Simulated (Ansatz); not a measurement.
**A plane-wave run on BNO$_{3}$**

The input, for Ansatz 0.2.0 (plane waves, PAW):

```yaml
crystal:
  lattice:
    - [1.78293, -3.999835, 0.0]
    - [0.0, 2.397287, -3.664773]
    - [5.378087, 0.0, 0.0]
  atoms:
    - { symbol: B, position: [0.0, 0.0, 0.0] }
    - { symbol: B, position: [0.0, 0.5, 0.5] }
    - { symbol: "N", position: [0.5, 0.75, 0.75] }
    - { symbol: "N", position: [0.5, 0.25, 0.25] }
    - { symbol: O, position: [0.986, 0.75, 0.75] }
    - { symbol: O, position: [0.5, 0.236, 0.75] }
    - { symbol: O, position: [0.014, 0.264, 0.75] }
    - { symbol: O, position: [0.014, 0.25, 0.25] }
    - { symbol: O, position: [0.5, 0.764, 0.25] }
    - { symbol: O, position: [0.986, 0.736, 0.25] }
  symmetry: { tolerance: 0.0003 }
kpoints:
  mp_grid: { grid: [3, 3, 3], shift: [0, 0, 0] }
magnetization:
  spin_polarized: false
scf:
  occupations: { method: fermi_dirac }
hamiltonian:
  pseudopotentials: { kind: paw }
  xc: pbe0
basis:
  ecutwfc: 420
  fft_grid_basis: typed
output:
  forces: true
  stress: true
  eigenvalues: true
  bader: true
  populations: true
  elf: true
  write_potential: true
  volumetric_format: npy
  dos:
    e_range: [-12, 8]
    de: 0.05
    projected: { site_lists: { B: [B], "N": ["N"], O: [O] } }
```

Output (shortened):

```
Warning: crystal.lattice misses the space group found at crystal.symmetry.tolerance 3.0e-4 in a digit that the deck types, which is why this is a warning: making the lattice exact moves one of its numbers by a whole unit of that number's last typed decimal, or more. The operation that it misses by the most changes a squared length by the fraction 3.12e-6.
Warning: output.stress: scf.convergence.dr2_threshold = 1e-7 eV (the SCF's general default) is looser than the 1e-9 eV advised for a printed stress (1e-10 eV for each atom of the cell: 10).
Warning: output.stress: scf.exx.energy_threshold = 1e-6 eV is looser than the 1e-7 eV advised for a stress under a hybrid functional (1e-8 eV for each atom of the cell: 10). Every SCF of the exchange loop can meet its threshold on dr2 while the loop round them stops early: no threshold on dr2 bounds what that leaves in the stress. Set scf.exx.energy_threshold to 1e-7 eV or tighter.
Pseudopotentials: kind: paw
Pseudopotential: B, paw, valence charge 3, recommended cutoff 420 eV (normal), B.paw.azcp
Pseudopotential: N, paw, valence charge 5, recommended cutoff 420 eV (normal), N.paw.azcp
Pseudopotential: O, paw, valence charge 6, recommended cutoff 420 eV (normal), O.paw.azcp
Functional definition: PBE0
  exchange = (1 - a)*pbe_x(kappa = kappa, mu = beta*pi^2/3) + a*exact_x
  correlation = pbe_c(beta = beta)
Crystal: 10 atoms, lattice volume = 78.835 Å³
Basis set: ecut = 420 eV, 1551 PW (Γ), exchange–correlation on 60×60×72 points (8 copies of the dense FFT grid, shifted against one another)
Bands: 36, of which v1, the nominal top of the filled ones, is band 26 counted from 1 (25 counted from 0)
Symmetry: 12 space group operations
Space group: R-3c (ITA 167), of the structure as read, at distance tolerance 1.3e-3 Å
k-points: 6 of 27
Initial density: superposition of atomic densities (neutral atoms: chi_scale 0, normalization atom), corrected by the library's trained network
Functional: x = pbe(κ = 0.804, μ = 0.2195), c = pbe(β = 0.0667), warm-up for x = 0.75 pbe(κ = 0.804, μ = 0.2195) + 0.25 exact, c = pbe(β = 0.0667)
SCF iter   1: F=—  Δρ=3.55e-2  dr2=1.22e0
SCF iter   2: F=—  Δρ=2.03e-2  dr2=4.00e-1
SCF iter   3: F=—  Δρ=4.71e-3  dr2=2.66e-2
SCF iter   4: F=—  Δρ=1.15e-3  dr2=9.21e-4
SCF iter   5: F=—  Δρ=1.47e-4  dr2=1.81e-5
SCF iter   6: F=—  Δρ=4.71e-5  dr2=8.52e-7
SCF iter   7: F=—  Δρ=8.95e-6  dr2=5.65e-8
SCF iter   8: F=—  Δρ=2.26e-6  dr2=2.97e-9
SCF iter   9: F=-4456.4473 eV  Δρ=6.13e-7  dr2=2.48e-10
SCF iter   1: F=—  Δρ=3.25e-2  dr2=1.09e0
…
SCF iter  10: F=-4449.3138 eV  Δρ=2.93e-7  dr2=6.20e-11
hybrid outer 6: dexx = +6.965e-5 eV, tail = inf eV, Δε = 9.86e-3 eV (about 1.50e-3 eV left of the loop's levels), ΔF = 1.50e-3 eV/Å (tail inf)
SCF iter   1: F=—  Δρ=7.96e-6  dr2=3.91e-8
SCF iter   2: F=—  Δρ=6.55e-6  dr2=1.43e-8
SCF iter   3: F=—  Δρ=4.57e-6  dr2=1.05e-8
SCF iter   4: F=—  Δρ=1.78e-6  dr2=1.58e-9
SCF iter   5: F=—  Δρ=4.92e-7  dr2=3.25e-10
SCF iter   6: F=—  Δρ=7.23e-7  dr2=5.45e-10
SCF iter   7: F=-4449.3138 eV  Δρ=1.39e-7  dr2=9.70e-12
hybrid outer 7: dexx = +1.103e-7 eV, tail = 6.13e-10 eV, Δε = 2.02e-4 eV (about 3.38e-5 eV left of the loop's levels), ΔF = 7.43e-5 eV/Å (tail 3.80e-5)
Free energy (F): -4449.3138 eV
Frozen-core exchange: fock
Harris-Foulkes:  -4449.3138 eV  (|F-HF|=4.55e-12)
Internal energy: -4449.2664 eV  (E = F + TS)
E sigma→0 (E₀):  -4449.2901 eV
Entropy (-TS):   -0.0473 eV (-4.732 meV/atom)
Fermi energy:    5.8556 eV
--- Forces (eV/Å), atoms counted from 1 ---
  atom   1  B      0.0000     0.0000     0.0000
  atom   2  B      0.0000     0.0000     0.0000
  atom   3  N      0.0000     0.0000     0.0000
  atom   4  N      0.0000     0.0000     0.0000
  atom   5  O     -0.2193     0.4919     0.0000
  atom   6  O      0.0000    -0.2948     0.4507
  atom   7  O      0.2193    -0.1971    -0.4507
  atom   8  O      0.2193    -0.4919     0.0000
  atom   9  O      0.0000     0.2948    -0.4507
  atom  10  O     -0.2193     0.1971     0.4507
--- Stress (GPa, compression-positive) ---
      -30.2534      -2.8175      -1.8431
       -2.8175     -25.1884      -0.8216
       -1.8431      -0.8216     -24.4699
  P = ⅓ Tr σ = -26.6372 GPa (-266.372 kbar)
--- Löwdin populations: 10 sites ---
  site symbol       q [e]
     0      B      2.3350
     1      B      2.3350
     2      N      4.9062
     3      N      4.9062
     4      O      6.2166
     5      O      6.2166
     6      O      6.2166
     7      O      6.2166
     8      O      6.2166
     9      O      6.2166
  spilling = 0.0042 (of n_electrons = 52.0000)
--- Bader charges: 10 sites ---
  site symbol  charge [e]  shift [e]
     0      B      2.2755     0.0008
     1      B      2.2755     0.0008
     2      N      0.1863     0.0000
     3      N      0.1863     0.0000
     4      O     -0.8206     0.0003
     5      O     -0.8206     0.0003
     6      O     -0.8206     0.0003
     7      O     -0.8206     0.0003
     8      O     -0.8207     0.0003
     9      O     -0.8206     0.0003
```

Origin: a known structure type with other elements, at an estimated volume, so it need not be a known compound. Caveats: the exchange threshold is loose for a stress; the SCF threshold is loose for a stress; many states at the Fermi level without spin polarisation, so a magnetic state may lie lower; hybrid functional on a coarse k mesh; atoms or cell far from equilibrium.
